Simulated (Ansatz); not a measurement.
The start is a generated trial cell of MnSi in the WC structure type. Cell shape, volume and atoms are optimised at zero target pressure with PBEsol (plane waves to 420 eV, PAW, scalar-relativistic; Ansatz, a program for electronic structure). The first steps use a coarse 8×8×7 k-mesh.

Input geometry:
```yaml
crystal:
  lattice:
    - [3.23298, 0.00000, 0.00000]
    - [-1.61649, 2.79984, 0.00000]
    - [0.00000, 0.00000, 3.15522]
  atoms:
    - { symbol: Mn, position: [0.00000, 0.00000, 0.00000] }
    - { symbol: Si, position: [0.66667, 0.33333, 0.50000] }
```
Spin-polarised start, with parallel moments on Mn.

What pressure does the first self-consistent step give?

-26 GPa (negative: the cell is under tension).

By how much does the energy per atom fall from start to end?

0.34 eV/atom.

What band gap does the relaxed structure have at this level?

Zero (metallic).

What magnetic moments remain?

Zero (the starting moments vanished).

What does it relax into? Give the structure.


Space group P-6m2 (No. 187); a = b = 2.7114 Å, c = 3.5234 Å, α = β = 90.00°, γ = 120.00°

```json
[
 {"atom": "Mn", "site": "1a", "symmetry": "-6m2", "x": "0.0000", "y": "0.0000", "z": "0.0000"},
 {"atom": "Si", "site": "1d", "symmetry": "-6m2", "x": "0.3333", "y": "0.6667", "z": "0.5000"}
]
```

The space group stays P-6m2 (No. 187) (the run could not lower it), with 2 atoms in the primitive cell. Final values are on a 20×20×13 k-mesh of the relaxed cell. No spin polarisation in the result: the starting moments vanished. The relaxed primitive cell holds an odd number of electrons. A magnetic state may lie lower.

The run could not lose the symmetry of its start; a randomly shaken copy of 4 atoms returns to this structure.

All atoms sit on sites fixed by symmetry, so only the cell could relax.

The relaxed structure here is a generated cell of MnSi: the first start was made by placing the elements on the sites of a structure type, and the end was not matched to a known phase here, so it may be hypothetical. Known forms of MnSi include space group No. 198.
